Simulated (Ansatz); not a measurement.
MoS2 (2H-MoS2 type, space group P6_3/mmc)

```
MoS2
1.0
    3.10893     0.00000     0.00000
   -1.55447     2.69241     0.00000
    0.00000     0.00000    11.70793
Mo S
2 4
Direct
  0.33333   0.66667   0.25000
  0.66667   0.33333   0.75000
  0.33333   0.66667   0.61648
  0.66667   0.33333   0.11648
  0.66667   0.33333   0.38352
  0.33333   0.66667   0.88352
```

The slice is a (-1 1 0 2) plane (indices of the conventional cell) through the point (0.333, 0.667, 0.617) (fractional), spanned by u = [110] and v = [1 -1 1] in vectors of this cell: u (3.11 Å) and v (12.89 Å, at 90° to u). It covers one period; positions are fractions (u, v).

Calculation: PBEsol-D3(BJ) (plane waves to 420 eV, PAW, scalar-relativistic; Ansatz, an electronic-structure program). k mesh 12×12×3. These are valence fields of a PAW run, semicore shells included where kept as valence: close to a nucleus they are smooth pseudo fields. MoS2 is run without spin polarisation. MoS2 was relaxed with its symmetry unable to fall.

Predict the map of the valence electron density on the slice.


```
v \ u  0.00  0.12  0.25  0.38  0.50  0.62  0.75  0.88
-----  ----  ----  ----  ----  ----  ----  ----  ----
0.86   -1.2  -1.1  -0.8  -0.5  -0.4  -0.5  -0.8  -1.1
0.71   -0.9  -0.7  -0.4  -0.2  -0.1  -0.2  -0.4  -0.7
0.57   -0.7  -0.7  -0.4   0.0   0.2   0.0  -0.4  -0.7
0.43   -0.3  -0.4  -0.7  -1.0  -1.2  -1.0  -0.7  -0.4
0.29   -0.9  -0.9  -0.8  -0.7  -0.6  -0.7  -0.8  -0.9
0.14   -0.3  -0.4  -0.5  -0.7  -0.7  -0.7  -0.5  -0.4
0.00   -3.0   0.0  -0.1  -0.5  -0.8  -0.5  -0.1   0.0
```

Values: log₁₀ of the valence density in e/Å³. The scale is logarithmic, as a density can span decades between atoms and voids; values under 0.001 e/Å³ are set to 0.001.
